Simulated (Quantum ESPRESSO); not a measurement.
# Rh6NbAl: a guest atom moved from site to site

Simulated, not a measurement. The program is pw.x of Quantum ESPRESSO 7.5 (plane-wave density functional theory). The cell is made up: eight metal atoms on a face-centred cubic lattice, with elements, volume, strain and displacements drawn at random and not relaxed, so it may be unstable or far from any real phase. PseudoDojo standard norm-conserving files set the functional (PBE unless stated); there is no spin polarisation or spin-orbit coupling, the Fermi-Dirac width of 0.25 eV means electrons at about 2900 K, and the masses in the input are unused placeholders. A spin test at this wide smearing found no moment, but such smearing suppresses magnetism that the real alloy may have.

The runs move one Nb atom among sites that otherwise hold Rh. Cell, positions, cutoff, mesh and smearing stay as in the input of run 1; sites are counted in its order. Stress in the tables is positive in tension.

Input of run 1:

```
&control calculation='scf', pseudo_dir='./dojo.nc.sr.pbe.v0_5.standard.upf', outdir='./o', disk_io='medium', tprnfor=.true., tstress=.true. /
&system ibrav=0, nat=8, ntyp=3, nbnd=76, ecutwfc=87.97787729, nosym=.true., tot_charge=0,
 occupations='smearing', smearing='fd', degauss=0.0183746611
/
&electrons conv_thr=1.470e-08, electron_maxstep=70, mixing_beta=0.5 /
ATOMIC_SPECIES
Al 1.0 Al.upf
Nb 1.0 Nb.upf
Rh 1.0 Rh.upf
CELL_PARAMETERS angstrom
0.0 -1.9124 -1.9124
-5.7372 -1.9124 0.0
-1.9124 3.8248 -5.7372
ATOMIC_POSITIONS angstrom
Rh 0.0324 0.0072 -0.0123
Nb -1.9438 1.9173 -3.9249
Rh -1.9037 0.0359 -1.8876
Rh -3.7499 1.9177 -5.7239
Rh -3.8036 0.0064 -3.9042
Al -3.7702 -1.9522 -1.8968
Rh -5.7252 -0.0221 -5.7444
Rh -5.787 -1.858 -3.8617
K_POINTS automatic
9 4 4 1 1 1
```

| run | elements on sites 1 to 8 | free energy less that of run 1 (eV) | -TS (eV) | pressure (GPa) | stress xx (GPa) | stress yy (GPa) | stress zz (GPa) | stress yz (GPa) | stress xz (GPa) | stress xy (GPa) | iterations |
| --- | --- | --- | --- | --- | --- | --- | --- | --- | --- | --- | --- |
| 1 | Rh Nb Rh Rh Rh Al Rh Rh | 0.000 | -1.522 | 12.74 | -9.60 | -14.42 | -14.20 | -2.69 | -1.92 | 1.52 | 18 |
| 2 | Rh Rh Nb Rh Rh Al Rh Rh | 0.721 | -1.705 | 13.26 | -11.76 | -13.67 | -14.34 | -1.31 | 0.36 | -0.59 | 18 |
| 3 | Rh Rh Rh Rh Nb Al Rh Rh | 0.263 | -1.639 | 12.86 | -10.02 | -13.81 | -14.74 | -1.09 | -1.11 | 0.42 | 20 |
| 4 | Rh Rh Rh Rh Rh Al Nb Rh | 0.382 | -1.645 | 13.14 | -10.32 | -14.85 | -14.25 | -0.73 | -0.96 | 0.36 | 18 |

Forces Fx Fy Fz (eV/Å):

| site | run 1 | run 2 | run 3 | run 4 |
| --- | --- | --- | --- | --- |
| 1 | 0.15 0.72 -0.68 | 0.32 0.41 -0.40 | 0.15 0.66 -0.67 | 0.44 0.82 -0.76 |
| 2 | 0.81 -0.34 0.78 | 0.82 -0.28 0.93 | 0.80 -0.18 0.89 | 0.70 -0.21 0.88 |
| 3 | -0.23 -0.50 0.00 | 1.21 0.52 -0.95 | -0.50 -0.47 0.15 | -0.26 -0.48 -0.04 |
| 4 | -1.05 0.48 -0.84 | -1.42 0.46 -0.89 | -0.98 0.29 -0.79 | -1.14 0.48 -0.84 |
| 5 | -0.38 -0.38 0.82 | 0.05 -0.63 0.92 | -0.18 0.13 0.06 | -0.26 -0.48 0.84 |
| 6 | -0.29 0.36 -0.24 | -1.74 -0.39 0.62 | -0.26 -0.17 0.30 | -0.28 1.10 -0.99 |
| 7 | 0.39 0.33 -0.33 | 0.07 0.38 -0.39 | 0.23 0.44 -0.45 | 0.20 -0.67 0.67 |
| 8 | 0.60 -0.66 0.49 | 0.70 -0.46 0.16 | 0.75 -0.70 0.51 | 0.59 -0.56 0.25 |

The sites are displaced and not relaxed, so the energy differences mix bonding between neighbours with strain and are not ordering energies. A rerun of one cell of this series at a higher cutoff and on a denser mesh moved values by no more than 0.009 eV in energy, 0.17 GPa in stress and 0.006 eV/Å in force, and a second program with other atomic files agreed on that cell to 2 % rms in force and 0.5 GPa in pressure.